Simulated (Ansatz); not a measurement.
# A vibration from a frozen displacement in Ta4O

All numbers below come from DFT PBEsol, scalar-relativistic, plane waves, PAW in Ansatz. The runs took a 420 eV cutoff, a Γ-centred 14×14×8 mesh and Gaussian smearing (0.15 eV). Spin–orbit coupling is left out, which matters for the heavy elements here. No spin polarisation. Energies are free energies at this smearing, counted from the undisturbed cell; pressure is positive in compression.

Zero of the scan (relaxed at this level; with this scan's settings it stands at 0.1 GPa; it needn't be the usual structure):

```
Ta O
1.0
     3.21094    0.00000    0.00000
     0.00000    3.21094    0.00000
     0.00000    0.00000    7.34198
Ta O
4 1
Direct
  0.00000 0.00000 0.50000
  0.50000 0.50000 0.78278
  0.50000 0.50000 0.21722
  0.00000 0.00000 0.00000
  0.50000 0.50000 0.50000
```

Atom 4 (Ta) is moved by x along the Cartesian unit vector (-0.579, -0.579, -0.575); the cell and all other atoms stay fixed. The cell's volume is 75.70 Å³; the moved atoms weigh 180.948 u together and the others 558.843 u. Some rows repeat others by symmetry and weren't run.

| x (Å) | ΔE (meV/cell) | total force on the moved atoms along the move (eV/Å) | pressure (GPa) |
| --- | --- | --- | --- |
| -0.3000 | 687.51 | 4.7788 | 3.4546 |
| -0.2500 | 471.11 | 3.8862 | 2.4394 |
| -0.2000 | 298.06 | 3.0434 | 1.6003 |
| -0.1000 | 73.31 | 1.4745 | 0.4706 |
| 0.0000 | 0.00 | 0.0000 | 0.0904 |
| 0.1000 | 73.31 | -1.4745 | 0.4706 |
| 0.2000 | 298.06 | -3.0434 | 1.6003 |
| 0.2500 | 471.11 | -3.8862 | 2.4394 |
| 0.3000 | 687.51 | -4.7788 | 3.4546 |

What frequency belongs to this motion?

The force constant is k = −dF/dx = 14.745 eV/Å², from the parabola through x = -0.1000, 0 and 0.1000. In every cell the moved atoms swing against the rest, so the mass is μ = m₁m₂/(m₁ + m₂) = 136.689 u, and ν̃ = 521.5 cm⁻¹ × √(|k|/μ) = 171 cm⁻¹. The pattern needn't be a normal mode: ν̃² is then a weighted mean of the squared nonzero frequencies at the zone centre of this cell, so it lies between the lowest and the highest of them.

How far does the harmonic law reach?

At x = -0.300 Å, kx²/2 = 663.52 meV against the computed 687.51 meV (+3.6 %): the well is still close to harmonic there.

The pressure changes with x². What does that say about the frequency under compression?

With E = k(V)x²/2, k ∝ V^(−2γ) and x scaling with the cell as V^(1/3), P − P0 = −∂E/∂V = (2γ − 2/3) ΔE/V. At x = 0.2000 Å, V(P − P0) = 75.70 × 1.50995 / 160.2 eV = 713.39 meV and ΔE = 298.06 meV, so γ = 1/3 + V(P − P0)/(2ΔE) = 1.53. This is the Grüneisen parameter of the motion under uniform scaling of the cell: shrinking the cell evenly by 1 % in volume raises the frequency by about 1.53 %.

No gap shows at this level, though a semilocal functional can close a small gap that the real compound has; without a gap these slopes depend on the k mesh and the smearing.